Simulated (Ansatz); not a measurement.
AlAs (zinc blende)

```
CELL_PARAMETERS angstrom
      0.00000     2.86406     2.86406
      2.86406     0.00000     2.86406
      2.86406     2.86406     0.00000
ATOMIC_POSITIONS crystal
  As 0.75000 0.75000 0.75000
  Al 0.00000 0.00000 0.00000
```

Grid over V/V₀ and (c/a)/(c/a)₀, subscript 0 meaning the relaxed cell; the conventional c axis lies along z; no internal relaxation.

Method: PBE (plane waves to 420 eV, PAW, scalar-relativistic; Ansatz, a program for electronic structure). k mesh 10×10×10 (Γ-centred), Fermi-Dirac smearing 0.05 eV. E stands for the smeared free energy. Stress and pressure are positive under compression. AlAs was relaxed with its symmetry unable to fall. The PAW data are Ansatz's earlier set. ΔE is measured from the relaxed starting cell.

ΔE (kJ/mol of atoms), with V/V₀ across and (c/a)/(c/a)₀ down:

```tsv
(c/a)/(c/a)₀ \ V/V₀	0.920	0.960	1.000	1.040	1.080
0.920	4.88	2.30	1.60	2.40	4.42
0.960	3.87	1.20	0.41	1.14	3.09
1.000	3.52	0.82	0.00	0.71	2.65
1.040	3.89	1.22	0.42	1.15	3.10
1.080	5.04	2.43	1.70	2.48	4.47
```

P (GPa), with V/V₀ across and (c/a)/(c/a)₀ down:

```tsv
(c/a)/(c/a)₀ \ V/V₀	0.920	0.960	1.000	1.040	1.080
0.920	6.44	2.78	-0.18	-2.57	-4.49
0.960	6.64	2.95	-0.04	-2.45	-4.40
1.000	6.70	3.00	0.00	-2.42	-4.37
1.040	6.64	2.95	-0.03	-2.45	-4.39
1.080	6.50	2.83	-0.13	-2.52	-4.45
```

Read from the data:

| Item | Result |
|---|---|
| Shear modulus C′ = (C11 − C12)/2 (fit, atoms clamped) | 27 GPa |
| Lowest place on the grid | V/V₀ = 1.000, (c/a)/(c/a)₀ = 1.000 (0.0 meV/atom) |
| Highest place on the grid | V/V₀ = 0.920, (c/a)/(c/a)₀ = 1.080 (52.2 meV/atom) |

The 25 points together took about 3.0 core-minutes (a rough figure).

(A scan under strain: stresses follow from slopes of the energy per volume, elastic moduli from its curvatures.)
